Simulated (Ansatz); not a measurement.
BaZrO₃ (cubic perovskite, space group No. 221) at seven volumes, plane-wave PAW LDA (Ansatz code), scaled uniformly. One row is withheld.

| V (Å³/atom) | P (GPa) |
|---|---|
| 12.983 | 20.34 |
| 13.411 | 12.43 |
| 13.839 | 5.71 |
| 14.267 | -0.01 |
| 14.696 | -4.86 |
| 15.124 | ? |
| 15.552 | -12.49 |

Question: Fit the shown pressures and predict the withheld one.

Answer: P = (3/2)B₀(x^(7/2) − x^(5/2))[1 + (3/4)(B′ − 4)(x − 1)] with x = (V₀/V)^(2/3). Least squares on the six rows gives V₀ = 14.267 Å³/atom, B₀ = 175 GPa, B′ = 4.41. At V = 15.124, x = 0.9619 and P = -8.98 GPa. The run itself gave -8.98 GPa.

Space group Pm-3m (cubic perovskite). Symmetry was held in the LDA relaxation. At this level the phase is dynamically unstable (imaginary phonons). The run is not spin-polarised. Spin–orbit coupling is left out wherever it is not named.

Potentials: the later of the program's two PAW sets.
